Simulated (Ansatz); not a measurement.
Al2BN3 as one 6-atom ordering (I-4m2) on the zincblende lattice: an Ansatz output whose functional has been blanked. The cell was relaxed beforehand with r2SCAN.

```cif
data_structure
_symmetry_space_group_name_H-M 'P 1'
_symmetry_Int_Tables_number 1
_cell_length_a 6.6534
_cell_length_b 6.6534
_cell_length_c 6.6534
_cell_angle_alpha 154.890
_cell_angle_beta 154.890
_cell_angle_gamma 35.807
_cell_volume 52.97
loop_
_atom_site_label
_atom_site_type_symbol
_atom_site_fract_x
_atom_site_fract_y
_atom_site_fract_z
_atom_site_occupancy
B1 B 0.00000 0.00000 0.00000 1
N1 N 0.43241 0.93241 0.50000 1
Al1 Al 0.34103 0.34103 0.00000 1
N2 N 0.75000 0.25000 0.50000 1
Al2 Al 0.65897 0.65897 0.00000 1
N3 N 0.06759 0.56759 0.50000 1
```

```
Pseudopotential: B, paw, valence charge 3, recommended cutoff 500 eV
Pseudopotential: N, paw, valence charge 5, recommended cutoff 500 eV
Pseudopotential: Al, paw, valence charge 3, recommended cutoff 500 eV
Crystal: 6 atoms, lattice volume = 52.973 Å³
Basis set: ecut = 500 eV, 1339 PW (Γ), FFT grids on a1+a3, a2+a3, a3
Bands: 17, of which v1, the nominal top of the filled ones, is band 12 counted from 1 (11 counted from 0)
Symmetry: 8 space group operations
Space group: I-4m2 (ITA 119)
k-points: 163 of 1728 (time reversal used)
preconditioner: auto → none  [insulator: Δε(μ)=3.666 eV  ℏωp=25.0 eV]
SCF 1 converged in 7 iterations: F = -2399.192141 eV  dr2 = 1.35e-8
SCF converged after 7 iterations
Free energy (F): -2399.192141 eV
Fermi energy:    8.123578 eV
--- Per-component energies (eV) ---
  E_band       = 43.154495
  E_kinetic    = 502.684776
  E_local      = -661.359820
  E_nonlocal   = 164.947470
  E_hartree    = 225.903455
  E_xc         = -288.949233
  E_vxc        = -364.469388
  E_paw        = -1414.478275
  E_vpaw       = -70.195091
  E_vtau       = 19.738670
  E_ewald      = -927.713213
  E_core_change = -0.227352
--- Forces (eV/Å), atoms counted from 1 ---
  atom   1  B       0.00000      0.00000      0.00000
  atom   2  N       0.00000      0.00000    -0.00100
  atom   3  Al      0.00000      0.00000      0.00051
  atom   4  N       0.00000      0.00000      0.00000
  atom   5  Al      0.00000      0.00000    -0.00051
  atom   6  N       0.00000      0.00000      0.00100
--- Stress (GPa, compression-positive) ---
        0.007363       0.000000       0.000000
        0.000000       0.007363       0.000000
        0.000000       0.000000      -0.001685
  P = ⅓ Tr σ = 0.0043 GPa (0.043 kbar)
--- Band table (eV; the first three rows and the last of 163) ---
  k-point 0: bands = […, 4.6145, 6.7018, 6.7018, 7.8457, 8.1236, 8.1236, 12.7807, 13.2856, 13.8762, 16.9881, …]
  k-point 1: bands = […, 4.7631, 6.3808, 6.5041, 7.5632, 7.7004, 7.9340, 13.3557, 13.9164, 14.4191, 17.5009, …]
  k-point 2: bands = […, 4.9631, 5.6645, 5.9890, 6.6254, 7.1360, 7.6023, 14.8124, 14.9142, 15.4503, 18.1394, …]
  k-point 162: bands = […, 5.4719, 6.3274, 6.9577, 6.9577, 7.8753, 7.8753, 11.7263, 14.5085, 15.3769, 17.2045, …]
```

Levels at the listed points, from bands.tsv (eV from the Fermi energy, bands near the gap, counted from 0):
```tsv
# k_distance	band_7	band_8	band_9	band_10	band_11	band_12	band_13	band_14	band_15
# fermi_ev = 8.123578
# [0, 0, 0] at k_distance = 0.000000
# [0, 0, 0.5] at k_distance = 1.535969
# [0.25, 0.25, 0.25] at k_distance = 1.784071
# [0, 0.5, 0] at k_distance = 2.870165
# [0.5, 0.5, -0.5] at k_distance = 3.984237
# [0.2630456479, 0.7369543521, -0.2630456479] at k_distance = 5.013656
# [-0.2630456479, 0.2630456479, 0.2630456479] at k_distance = 5.522642
# [-0.0260912959, 0.0260912959, 0.5] at k_distance = 6.552061
# [0.5, 0.5, -0.0260912959] at k_distance = 7.061047
# [-0.005208, 0.002604, -0.002604] at k_distance = 8.610929
# levels_relative_to = fermi_ev
0.000	-1.422	-1.422	-0.278	0.000	0.000	4.657	5.162	5.753	8.864
1.536	-3.917	-3.816	-3.804	-2.941	-2.339	3.610	5.941	6.735	8.364
1.784	-3.979	-3.582	-3.563	-3.028	-2.385	3.815	5.251	7.399	8.473
2.870	-2.394	-2.211	-1.066	-0.620	-0.428	6.522	8.349	8.985	9.411
3.984	-1.796	-1.166	-1.166	-0.248	-0.248	3.603	6.385	7.253	9.081
5.014	-2.406	-1.495	-1.314	-0.629	-0.416	6.442	8.331	8.912	9.347
5.523	-2.406	-1.495	-1.314	-0.629	-0.416	6.442	8.331	8.912	9.347
6.552	-3.939	-3.731	-3.728	-2.972	-2.345	3.684	5.983	6.728	8.448
7.061	-3.939	-3.731	-3.728	-2.972	-2.345	3.684	5.983	6.728	8.448
8.611	-1.425	-1.421	-0.278	-0.004	0.000	4.660	5.165	5.755	8.867
```
In order the rows are Γ, X, P, N, M, S, S₀, R, G, (-0.005, 0.003, -0.003).

Question: Which level of theory was used?
A. PBE
B. LDA
C. r2SCAN
D. r2SCANh

Answer: C. r2SCAN. The term E_vtau belongs to a meta-GGA, which reads the kinetic-energy density. There is no exchange loop, so no exact exchange. The stress vanishes on a cell relaxed with r2SCAN. The r2SCAN gap is indirect, 3.60 eV (Γ to M), below the direct gap of 3.85 eV at M. The lowest empty level at X lies only 7 meV higher, so the place of the conduction bottom isn't settled. The log narrows the family; the member has to be judged from the numbers.

Command: `ansatz run input.yaml --threads 4 --pin off --max-ram 6451MiB --backend cpu --events-out ev --progress --plain --runs-dir out`. Wall time 12 s on 4 threads of Arm Neoverse V1, with other jobs on the host, load about 0.6 per core; peak host memory 0.51 GiB.

(Calculated; spin-unpolarised; the phase may be known or hypothetical.)
